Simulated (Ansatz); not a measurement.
# C, first-principles data

C:
```cif
data_C12
_chemical_formula_sum 'C12'
_space_group_name_H-M_alt 'P42/ncm :1'
_space_group_IT_number 138
_space_group_name_Hall 'P 4n 2ab -1n'
_cell_length_a 3.42700
_cell_length_b 3.42700
_cell_length_c 6.08746
_cell_angle_alpha 90.000
_cell_angle_beta 90.000
_cell_angle_gamma 90.000
loop_
_space_group_symop_operation_xyz
  'x, y, z'
  '-y+1/2, x+1/2, z+1/2'
  '-x, -y, z'
  'y+1/2, -x+1/2, z+1/2'
  'x+1/2, -y+1/2, -z'
  '-y, -x, -z+1/2'
  '-x+1/2, y+1/2, -z'
  'y, x, -z+1/2'
  '-x+1/2, -y+1/2, -z+1/2'
  'y, -x, -z'
  'x+1/2, y+1/2, -z+1/2'
  '-y, x, -z'
  '-x, y, z+1/2'
  'y+1/2, x+1/2, z'
  'x, -y, z+1/2'
  '-y+1/2, -x+1/2, z'
loop_
_atom_site_label
_atom_site_type_symbol
_atom_site_symmetry_multiplicity
_atom_site_Wyckoff_symbol
_atom_site_fract_x
_atom_site_fract_y
_atom_site_fract_z
_atom_site_occupancy
C1 C 8 i 0.66822 0.16822 0.14024 1
C2 C 4 b 0.00000 0.00000 0.00000 1
```

Space group P4_2/ncm (No. 138); conventional cell a = b = 3.427 Å, c = 6.087 Å, α = β = γ = 90.00°.

Method: DFT-PBE in the program Ansatz with PAW potentials. Structure relaxed to zero pressure with the same functional. Other levels are named where they apply.

Cell and energy:

- Volume per atom: 5.96 Å³
- Density: 3.35 g/cm³

Electronic structure:

* **Band gap**: 3.74 eV (indirect)
* **Valence-band maximum**: at Γ
* **Conduction-band minimum**: on the A–Z line, 75 % of the way from A (4 equivalent valleys)
* **Smallest direct gap on the standard path**: 4.96 eV
* **Electron effective mass**: 0.44, 0.51, 0.56 mₑ (principal values)
* **Hole effective mass**: 0.48, 0.51, 0.51 mₑ (principal values)

Mechanics:

- Bulk modulus (Birch–Murnaghan fit) = 403 GPa
- Pressure derivative B′ = 3.7

The start of the workflow was typed in or built on a structure type; neither database checked (COD, Materials Project) lists it. It is not the phase usual at ambient conditions (space group No. 194, 227). Symmetry was held in the PBE relaxation; its stability against distortions is not shown here.

Potentials: the later of the program's two PAW sets.
